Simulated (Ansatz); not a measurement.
The start is a relaxed TiFe cell, doubled along one cell vector, shaken by Gaussian noise of σ = 0.08 Å a coordinate. A full variable-cell relaxation at zero pressure is run with PBEsol (plane waves to 420 eV, PAW, scalar-relativistic; Ansatz, a program for electronic structure). First-step values are on the input's coarse k-mesh.

Ansatz input (later rounds restart from its end on a renewed k-mesh):
Ansatz 0.2 input:
```yaml
crystal:
  lattice:
    - [4.2437181552, 0, 0]
    - [0, 4.2437181552, 0]
    - [0, 0, 8.3559766348]
  atoms:
    - { symbol: Ti, position: [0.0133456939, 0.4880468273, -0.0063615635] }
    - { symbol: Ti, position: [0.0084531394, 0.518691003, 0.5045793506] }
    - { symbol: Ti, position: [0.5212979775, 0.0039527519, 0.2618822709] }
    - { symbol: Ti, position: [0.5085759723, 0.0150209746, 0.755687828] }
    - { symbol: Fe, position: [-0.0080827781, 0.0277519211, 0.1333932475] }
    - { symbol: Fe, position: [0.0185757117, -0.0210816676, 0.6389849991] }
    - { symbol: Fe, position: [0.0272071841, 0.0364819822, 0.3657060147] }
    - { symbol: Fe, position: [0.0005147602, 0.0220774578, 0.8860743582] }
basis: { ecutwfc: 420, ecutrho_ratio: 4, xc_grid: 2, fft_grid_basis: typed }
kpoints: { mp_grid: { grid: [8, 8, 4] } }
hamiltonian:
  xc: pbesol
  dispersion: none
  pseudopotentials: { kind: paw }
scf: { occupations: { method: fermi_dirac, width: 0.05 } }
relax: { f_tol: 0.01, max_steps: 100, cell: { stress_tol: 0.02 } }
output: { forces: true, stress: true }
```

```json
{
  "energy_released": "about 1.5 eV/atom",
  "volume_change": "-34.1 %, from 18.81 to 12.40 Å³/atom",
  "relative_to_the_parent": "It does not go back: it reaches Pm-3m (No. 221), CsCl type, 1.45 eV/atom below the parent",
  "Shortest distances (start → end)": "The closest pairs of elements (up to four, under 3.6 Å), start → end: Fe–Fe 1.95 → 2.92 Å; Fe–Ti 2.17 → 2.53 Å; Ti–Ti 3.52 → 2.92 Å",
  "optimiser_moves": "31"
}
```

Final values are on a 16×16×16 k-mesh of the relaxed cell. The start holds a very short contact (Fe–Fe 1.95 Å). No spin polarisation in the result. A magnetic state may lie lower.

Of the parent cell (P4₂/mmc (No. 131)): it is a generated cell of TiFe: the first start was made by placing the elements on the sites of a structure type, and the end was not matched to a known phase here, so it may be hypothetical. Known forms of TiFe include space group No. 221.
